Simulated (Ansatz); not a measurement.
Si$_{2}$Ni$_{6}$B in space group P-62m (No. 189; B on 1b, Si on 2c, Ni on 3g, Ni on 3f) under volume change, r²SCAN (plane waves, PAW; program Ansatz), shape and atoms relaxed at each volume.

| V (Å³/atom) | E − E(relaxed) (meV/atom) | P (GPa) |
|---|---|---|
| 9.103 | 69.2 | 26.80 |
| 9.404 | ___ | ___ |
| 9.704 | 6.9 | 7.52 |
| 10.004 | 0.0 | 0.00 |
| 10.304 | 6.2 | -6.41 |
| 10.604 | ___ | ___ |
| 10.904 | 49.7 | -16.28 |

Problem. Some entries are withheld; supply them.

Solution. 
- 10.604, E − E(relaxed) (meV/atom): 23.3
- 10.604, P (GPa): -11.74
- 9.404, E − E(relaxed) (meV/atom): 29.0
- 9.404, P (GPa): 16.39

Problem. What does a third-order Birch–Murnaghan fit give for V₀, B₀ and B′?

Solution. V₀ = 10.00 Å³/atom, B₀ = 230 GPa, B′ = 4.5.

The workflow started from an entry of the Crystallography Open Database (COD). Whether it is the stable phase at ambient conditions was not checked. The r²SCAN relaxation kept the symmetry of its start; its stability against distortions is not shown here. The workflow began spin-polarised and lost its moments.

Potentials: the later of the program's two PAW sets.
